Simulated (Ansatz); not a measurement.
CuI (zinc blende)

```yaml
crystal:
  lattice:
    - [0.00000, 3.03967, 3.03967]
    - [3.03967, 0.00000, 3.03967]
    - [3.03967, 3.03967, 0.00000]
  atoms:
    - { symbol: I, position: [0.75000, 0.75000, 0.75000] }
    - { symbol: Cu, position: [0.00000, 0.00000, 0.00000] }
```

The slice is a {111} plane (indices of the conventional cell) through the point (0.750, 0.750, 0.750) (fractional), spanned by u = [100] and v = [-1 2 0] in vectors of this cell: u (4.30 Å) and v (7.45 Å, at 90° to u). It covers one period; positions are fractions (u, v).

Calculation: PBE (plane waves to 420 eV, PAW, scalar-relativistic; Ansatz, a first-principles code). k mesh 9×9×9. Near the nuclei the fields are pseudised (PAW); where an atom keeps semicore shells as valence, they peak there. CuI is run without spin polarisation. CuI was relaxed with its symmetry unable to fall. Spin-orbit coupling is left out, though I is heavy.

### Question
Predict the map of the valence electron density on the slice.

### Answer
```
|@@@@##++==--::......::--==++##@@|
|%%##**++==--::......::--==++**##|
|**++++==--::..      ..::--==++++|
|++====----::..      ..::----====|
|====----::..          ..::----==|
|------::::..          ..::::----|
|------::::..............::::----|
|====----::::::::::::::::::----==|
|++==--------------------------==|
|======----==============------==|
|====----====++++++++++====----==|
|--------==++**##%%##**++==------|
|::::--====++##@@@@@@##++====--::|
|::::----==++%%@@@@@@%%++==----::|
|....::--==++##@@@@@@##++==--::..|
|....::--==++**##%%##**++==--::..|
|    ..::--==++++**++++==--::..  |
|    ..::----====++====----::..  |
|      ..::----======----::..    |
|      ..::::----------::::..    |
|........::::----------::::......|
|::::::::::----======----::::::::|
|--------------==++==------------|
|========------========----======|
|++++++====----======----====++++|
|%%##**++==--------------==++**##|
|@@@@##++====--::::::--====++##@@|
|@@@@%%++==----::::::----==++%%@@|
```
Scale: ten equal steps from -1.76 (start of ' ') to 1.28 (end of '@'), in the order ' .:-=+*#%@'. Values: log₁₀ of the valence density in e/Å³. The map has 16 points along u (two characters each, u = 0 at the left) and 28 along v (v = 0 in the bottom row). The scale is logarithmic, as a density can span decades between atoms and voids.
